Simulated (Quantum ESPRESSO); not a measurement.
# Al7GaN8: one run as intended and one with a planted mistake

Computed values, not a measurement. The program is pw.x of Quantum ESPRESSO 7.5 (plane-wave density functional theory). The cell is made up: 16 atoms on a doubled wurtzite lattice, with randomly drawn elements, strain and displacements, not relaxed. PseudoDojo standard norm-conserving files (v0.5 for PBE, v0.4.1 for LDA and PBEsol) set the functional; there is no spin polarisation, spin-orbit coupling or dispersion term, and the masses in the input are unused placeholders.

Intended input:

```
&control calculation='scf', pseudo_dir='./dojo.nc.sr.pbe.v0_5.standard.upf', outdir='./o', disk_io='low', tprnfor=.true., tstress=.true. /
&system ibrav=0, nat=16, ntyp=3, nbnd=43, ecutwfc=84.00895049, nosym=.true., tot_charge=0,
 occupations='smearing', smearing='fd', degauss=0.0018374661
/
&electrons conv_thr=7.350e-09, electron_maxstep=60, /
ATOMIC_SPECIES
Al 1.0 Al.upf
Ga 1.0 Ga.upf
N 1.0 N.upf
CELL_PARAMETERS angstrom
3.0658 0.0 0.0
0.0 5.3101 0.0
0.0 0.0 10.0129
ATOMIC_POSITIONS angstrom
Al 0.097 0.2126 -0.023
Al 1.617 2.6255 0.043
Al 1.4945 1.019 2.5276
Al -0.0607 3.4549 2.677
Al -0.0315 -0.0687 4.9276
Al 1.4533 2.4967 4.9907
Ga 1.5111 0.9218 7.5571
Al 0.1046 3.5081 7.5003
N 0.0214 0.017 1.8591
N 1.5614 2.6417 1.7768
N 1.5661 1.0163 4.3482
N 0.105 3.4789 4.2868
N -0.0201 -0.1607 6.9265
N 1.6384 2.7659 6.918
N 1.5738 0.8552 9.3295
N 0.0296 3.6529 9.43
K_POINTS automatic
7 4 2 1 1 1
```

The log is shortened where brackets say so; the opening notice, blank lines, dates and the lines on written files are dropped, and the path of the files is cut. It prints rydbergs, bohrs and kilobars, and counts compression as positive stress. Where no state is partly filled, the Fermi energy that it prints is only some level between the filled and the empty states on the mesh, and need not lie in the true gap.

Log of the intended run:

```
     Program PWSCF v.7.5
     Parallel version (MPI & OpenMP), running on       4 processor cores
     Number of MPI processes:                 4
     Threads/MPI process:                     1
     [start-up lines left out]
     bravais-lattice index     =            0
     lattice parameter (alat)  =       5.7935  a.u.
     unit-cell volume          =    1100.0261 (a.u.)^3
     number of atoms/cell      =           16
     number of atomic types    =            3
     number of electrons       =        74.00
     number of Kohn-Sham states=           43
     kinetic-energy cutoff     =      84.0090  Ry
     charge density cutoff     =     336.0358  Ry
     scf convergence threshold =      7.3E-09
     mixing beta               =       0.7000
     number of iterations used =            8  plain     mixing
     Exchange-correlation= PBE
                           (   1   4   3   4   0   0   0)
     [axes and pseudopotential details left out]
   Cartesian axes
     site n.     atom                  positions (alat units)
         1        Al     tau(   1) = (   0.0316394   0.0693457  -0.0075021  )
         2        Al     tau(   2) = (   0.5274317   0.8563833   0.0140257  )
         3        Al     tau(   3) = (   0.4874747   0.3323765   0.8244504  )
         4        Al     tau(   4) = (  -0.0197991   1.1269163   0.8731816  )
         5        Al     tau(   5) = (  -0.0102746  -0.0224085   1.6072803  )
         6        Al     tau(   6) = (   0.4740361   0.8143715   1.6278622  )
         7        Ga     tau(   7) = (   0.4928893   0.3006719   2.4649684  )
         8        Al     tau(   8) = (   0.0341183   1.1442690   2.4464414  )
         9        N      tau(   9) = (   0.0069802   0.0055450   0.6063996  )
        10        N      tau(  10) = (   0.5092961   0.8616674   0.5795551  )
        11        N      tau(  11) = (   0.5108291   0.3314959   1.4182921  )
        12        N      tau(  12) = (   0.0342488   1.1347446   1.3982647  )
        13        N      tau(  13) = (  -0.0065562  -0.0524170   2.2592798  )
        14        N      tau(  14) = (   0.5344119   0.9021789   2.2565073  )
        15        N      tau(  15) = (   0.5133407   0.2789484   3.0430883  )
        16        N      tau(  16) = (   0.0096549   1.1914998   3.0758693  )
     number of k points=    28  Fermi-Dirac smearing, width (Ry)=  0.0018
                       cart. coord. in units 2pi/alat
        k(    1) = (   0.0714286   0.0721691   0.0765463), wk =   0.0714286
        k(    2) = (   0.0714286   0.0721691  -0.0765463), wk =   0.0714286
     [further k points left out]
     Dense  grid:   114293 G-vectors     FFT dimensions: (  36,  60, 120)
     Estimated max dynamical RAM per process >     235.20 MB
     Estimated total dynamical RAM >     857.08 MB
     Initial potential from superposition of free atoms
     starting charge      73.9801, renormalised to      74.0000
     Starting wfcs are   69 randomized atomic wfcs
     total cpu time spent up to now is        3.9 secs
     per-process dynamical memory:   178.0 Mb
     Self-consistent Calculation
     iteration #  1     ecut=    84.01 Ry     beta= 0.70
     Davidson diagonalization with overlap
     ethr =  1.00E-02,  avg # of iterations =  3.0
     total cpu time spent up to now is        9.7 secs
     total energy              =    -350.32463946 Ry
     estimated scf accuracy    <       5.19606957 Ry
     iteration #  2     ecut=    84.01 Ry     beta= 0.70
     Davidson diagonalization with overlap
     ethr =  7.02E-03,  avg # of iterations =  2.1
     total cpu time spent up to now is       15.0 secs
     total energy              =    -351.70893615 Ry
     estimated scf accuracy    <       4.16533032 Ry
     [iterations 3 to 13 left out]
     iteration # 14     ecut=    84.01 Ry     beta= 0.70
     Davidson diagonalization with overlap
     ethr =  5.40E-11,  avg # of iterations =  2.0
     total cpu time spent up to now is       75.4 secs
     total energy              =    -352.53521542 Ry
     estimated scf accuracy    <       0.00000002 Ry
     iteration # 15     ecut=    84.01 Ry     beta= 0.70
     Davidson diagonalization with overlap
     ethr =  2.72E-11,  avg # of iterations =  2.0
     total cpu time spent up to now is       79.7 secs
     End of self-consistent calculation
     [lines on levels left out]
     the Fermi energy is     9.4643 ev
!    total energy              =    -352.53521541 Ry
     estimated scf accuracy    <          4.3E-09 Ry
     smearing contrib. (-TS)   =      -0.00000000 Ry
     internal energy E=F+TS    =    -352.53521541 Ry
     The total energy is F=E-TS. E is the sum of the following terms:
     one-electron contribution =    -127.69831542 Ry
     hartree contribution      =     117.73090956 Ry
     xc contribution           =    -108.08491203 Ry
     ewald contribution        =    -234.48289753 Ry
     convergence has been achieved in  15 iterations
     Forces acting on atoms (cartesian axes, Ry/au):
     atom    1 type  1   force =    -0.06702748   -0.17492039    0.05472068
     atom    2 type  1   force =    -0.01915072    0.11303437   -0.12105333
     atom    3 type  1   force =     0.02362967   -0.12257560   -0.08499766
     atom    4 type  1   force =     0.01627637    0.06687380   -0.37564759
     atom    5 type  1   force =     0.02172840    0.02273710    0.04832560
     atom    6 type  1   force =     0.05533878    0.25303094    0.14031637
     atom    7 type  2   force =     0.00958351   -0.04326156   -0.11878146
     atom    8 type  1   force =    -0.00836690   -0.00152829    0.10918547
     atom    9 type  3   force =    -0.01967423    0.01903509    0.07374246
     atom   10 type  3   force =    -0.02539279    0.03869891    0.16014869
     atom   11 type  3   force =    -0.00491223   -0.28035645   -0.02411782
     atom   12 type  3   force =    -0.04610781    0.02291198    0.25408255
     atom   13 type  3   force =     0.00549414    0.14751154   -0.11111437
     atom   14 type  3   force =    -0.02379968   -0.09533366   -0.08792097
     atom   15 type  3   force =     0.05573507    0.09702979    0.09703285
     atom   16 type  3   force =     0.02664591   -0.06288754   -0.01392147
     Total force =     0.781928     Total SCF correction =     0.000124
     Computing stress (Cartesian axis) and pressure
          total   stress  (Ry/bohr**3)                   (kbar)     P=      190.95
   0.00086318  -0.00002965   0.00008977          126.98       -4.36       13.21
  -0.00002965   0.00139095   0.00009493           -4.36      204.62       13.96
   0.00008977   0.00009493   0.00164003           13.21       13.96      241.26
     init_run     :      3.69s CPU      3.85s WALL (       1 calls)
     electrons    :     74.88s CPU     75.79s WALL (       1 calls)
     forces       :      1.21s CPU      1.24s WALL (       1 calls)
     stress       :      3.54s CPU      3.64s WALL (       1 calls)
     [timing details left out]
     PWSCF        :   1m23.40s CPU   1m24.66s WALL
     JOB DONE.
```

A second run has one planted mistake: the k-point mesh is too coarse. The input lines that differ, file-writing options aside:

```
- 7 4 2 1 1 1
+ 1 1 1 1 1 1
```

Its log:

```
     Program PWSCF v.7.5
     Parallel version (MPI & OpenMP), running on       4 processor cores
     Number of MPI processes:                 4
     Threads/MPI process:                     1
     [start-up lines left out]
     bravais-lattice index     =            0
     lattice parameter (alat)  =       5.7935  a.u.
     unit-cell volume          =    1100.0261 (a.u.)^3
     number of atoms/cell      =           16
     number of atomic types    =            3
     number of electrons       =        74.00
     number of Kohn-Sham states=           43
     kinetic-energy cutoff     =      84.0090  Ry
     charge density cutoff     =     336.0358  Ry
     scf convergence threshold =      7.3E-09
     mixing beta               =       0.7000
     number of iterations used =            8  plain     mixing
     Exchange-correlation= PBE
                           (   1   4   3   4   0   0   0)
     [axes and pseudopotential details left out]
   Cartesian axes
     site n.     atom                  positions (alat units)
         1        Al     tau(   1) = (   0.0316394   0.0693457  -0.0075021  )
         2        Al     tau(   2) = (   0.5274317   0.8563833   0.0140257  )
         3        Al     tau(   3) = (   0.4874747   0.3323765   0.8244504  )
         4        Al     tau(   4) = (  -0.0197991   1.1269163   0.8731816  )
         5        Al     tau(   5) = (  -0.0102746  -0.0224085   1.6072803  )
         6        Al     tau(   6) = (   0.4740361   0.8143715   1.6278622  )
         7        Ga     tau(   7) = (   0.4928893   0.3006719   2.4649684  )
         8        Al     tau(   8) = (   0.0341183   1.1442690   2.4464414  )
         9        N      tau(   9) = (   0.0069802   0.0055450   0.6063996  )
        10        N      tau(  10) = (   0.5092961   0.8616674   0.5795551  )
        11        N      tau(  11) = (   0.5108291   0.3314959   1.4182921  )
        12        N      tau(  12) = (   0.0342488   1.1347446   1.3982647  )
        13        N      tau(  13) = (  -0.0065562  -0.0524170   2.2592798  )
        14        N      tau(  14) = (   0.5344119   0.9021789   2.2565073  )
        15        N      tau(  15) = (   0.5133407   0.2789484   3.0430883  )
        16        N      tau(  16) = (   0.0096549   1.1914998   3.0758693  )
     number of k points=     1  Fermi-Dirac smearing, width (Ry)=  0.0018
                       cart. coord. in units 2pi/alat
        k(    1) = (  -0.5000000  -0.2886763  -0.1530925), wk =   2.0000000
     Dense  grid:   114293 G-vectors     FFT dimensions: (  36,  60, 120)
     Estimated max dynamical RAM per process >     169.51 MB
     Estimated total dynamical RAM >     594.31 MB
     Initial potential from superposition of free atoms
     starting charge      73.9801, renormalised to      74.0000
     Starting wfcs are   69 randomized atomic wfcs
     total cpu time spent up to now is        1.5 secs
     per-process dynamical memory:   112.8 Mb
     Self-consistent Calculation
     iteration #  1     ecut=    84.01 Ry     beta= 0.70
     Davidson diagonalization with overlap
     ethr =  1.00E-02,  avg # of iterations =  3.0
     total cpu time spent up to now is        2.3 secs
     total energy              =    -351.00449600 Ry
     estimated scf accuracy    <       4.91911728 Ry
     iteration #  2     ecut=    84.01 Ry     beta= 0.70
     Davidson diagonalization with overlap
     ethr =  6.65E-03,  avg # of iterations =  2.0
     total cpu time spent up to now is        3.1 secs
     total energy              =    -352.17169920 Ry
     estimated scf accuracy    <       4.15303389 Ry
     [iterations 3 to 13 left out]
     iteration # 14     ecut=    84.01 Ry     beta= 0.70
     Davidson diagonalization with overlap
     ethr =  9.11E-11,  avg # of iterations =  2.0
     total cpu time spent up to now is       12.2 secs
     total energy              =    -353.05121356 Ry
     estimated scf accuracy    <       0.00000002 Ry
     iteration # 15     ecut=    84.01 Ry     beta= 0.70
     Davidson diagonalization with overlap
     ethr =  3.08E-11,  avg # of iterations =  2.0
     total cpu time spent up to now is       12.9 secs
     End of self-consistent calculation
     [lines on levels left out]
     the Fermi energy is     8.6138 ev
!    total energy              =    -353.05121355 Ry
     estimated scf accuracy    <          6.6E-09 Ry
     smearing contrib. (-TS)   =      -0.00000000 Ry
     internal energy E=F+TS    =    -353.05121355 Ry
     The total energy is F=E-TS. E is the sum of the following terms:
     one-electron contribution =    -128.17370608 Ry
     hartree contribution      =     117.67616984 Ry
     xc contribution           =    -108.07077979 Ry
     ewald contribution        =    -234.48289753 Ry
     convergence has been achieved in  15 iterations
     Forces acting on atoms (cartesian axes, Ry/au):
     atom    1 type  1   force =    -0.06435525   -0.22187089    0.07176588
     atom    2 type  1   force =    -0.01721537    0.09183441   -0.12131187
     atom    3 type  1   force =     0.02090801   -0.09891163   -0.07908206
     atom    4 type  1   force =     0.01101770    0.08395989   -0.37487263
     atom    5 type  1   force =     0.02232662    0.01519135    0.04527347
     atom    6 type  1   force =     0.04843239    0.24075857    0.15026424
     atom    7 type  2   force =     0.01702072   -0.08068727   -0.13765598
     atom    8 type  1   force =    -0.01064980    0.02958047    0.13085540
     atom    9 type  3   force =    -0.02179598    0.00500632    0.07535621
     atom   10 type  3   force =    -0.01986490    0.02309052    0.15073452
     atom   11 type  3   force =    -0.01082285   -0.28983146   -0.01883488
     atom   12 type  3   force =    -0.03089378    0.04571929    0.25462850
     atom   13 type  3   force =    -0.00443190    0.22163869   -0.08636253
     atom   14 type  3   force =    -0.01721018   -0.15445815   -0.11329799
     atom   15 type  3   force =     0.04963910    0.14731513    0.06795578
     atom   16 type  3   force =     0.02789548   -0.05833523   -0.01541605
     Total force =     0.827433     Total SCF correction =     0.000119
     Computing stress (Cartesian axis) and pressure
          total   stress  (Ry/bohr**3)                   (kbar)     P=      152.34
   0.00076202  -0.00005336   0.00008018          112.10       -7.85       11.79
  -0.00005336   0.00163484   0.00003769           -7.85      240.49        5.54
   0.00008018   0.00003769   0.00070991           11.79        5.54      104.43
     init_run     :      1.41s CPU      1.46s WALL (       1 calls)
     electrons    :     11.27s CPU     11.39s WALL (       1 calls)
     forces       :      0.33s CPU      0.36s WALL (       1 calls)
     stress       :      0.63s CPU      0.67s WALL (       1 calls)
     [timing details left out]
     PWSCF        :     13.69s CPU     13.95s WALL
     JOB DONE.
```

```
                                            intended run  run with the mistake
                          free energy (eV)     -4796.486             -4803.506
                    smearing term -TS (eV)        0.0000                0.0000
                            pressure (GPa)         19.09                 15.23
            largest force component (eV/Å)         9.658                 9.638
largest change of a force component (eV/Å)                               1.906
                                iterations            15                    15
```

For scale, a rerun of the intended cell at a cutoff of 1437 eV and k mesh 9 x 6 x 4 moved values by no more than 0.005 eV in energy, 0.04 GPa in stress and 0.002 eV/Å in force.